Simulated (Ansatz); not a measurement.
## Scan of one atom of the cell for Si (diamond)

Starting cell, Si (diamond):

```
Si
1.0
    0.00000     2.73515     2.73515
    2.73515     0.00000     2.73515
    2.73515     2.73515     0.00000
Si
2
Cartesian
  2.73515   2.73515   2.73515
  4.10273   4.10273   4.10273
```

In this cell atom 2 (Si, nearest neighbour Si at 2.369 Å; its periodic images, 3.9 Å or more away, move with it) is moved by s along Cartesian [110], unit vector (0.707, 0.707, 0.000); all other atoms and the cell stay fixed.

Computed with PBE (plane waves to 420 eV, PAW, scalar-relativistic; Ansatz, a program for electronic structure). k mesh 8×8×8 (Γ-centred), Fermi-Dirac smearing 0.05 eV. E stands for the smeared free energy. Compression counts positive. As the smearing reaches across the gap at some points, energies and forces of such displacements shift with the k mesh and the smearing. F∥ is the force on the atom along that direction. F⊥ is the part of the force across the line. Si was relaxed with its symmetry unable to fall. The zero of ΔE is the undisplaced structure.

```csv
s (Å),ΔE (meV/cell),P (GPa),F∥ (eV/Å),|F⊥| (eV/Å)
-0.240,367,1.8,2.965,1.019
-0.192,238,1.2,2.438,0.646
-0.144,134,0.7,1.855,0.361
-0.096,60,0.3,1.243,0.161
-0.048,15,0.1,0.626,0.039
0.000,0,0.0,0.000,0.000
0.048,15,0.1,-0.626,0.039
0.096,60,0.3,-1.243,0.161
0.144,134,0.7,-1.855,0.361
0.192,238,1.2,-2.438,0.646
0.240,367,1.8,-2.965,1.019
```

Read from the data:

The energy at s = 0.240 Å is 367 meV/cell. The force along the line at s = -0.240 Å is 2.97 eV/Å and the force constant k = d²E/ds² at s = 0 (finite differences) is 13.1 eV/Å². Symmetry of the curve: even: the same for both signs. Shape of the curve: a single well with its minimum at or next to zero displacement. Harmonic estimate at the end of the scan: ½ks² = 377 meV/cell against the computed 367 meV/cell, so the well is close to harmonic there.

(A displaced cell: forces are minus the slopes of the energy, force constants its curvatures, and phonons follow from these.)
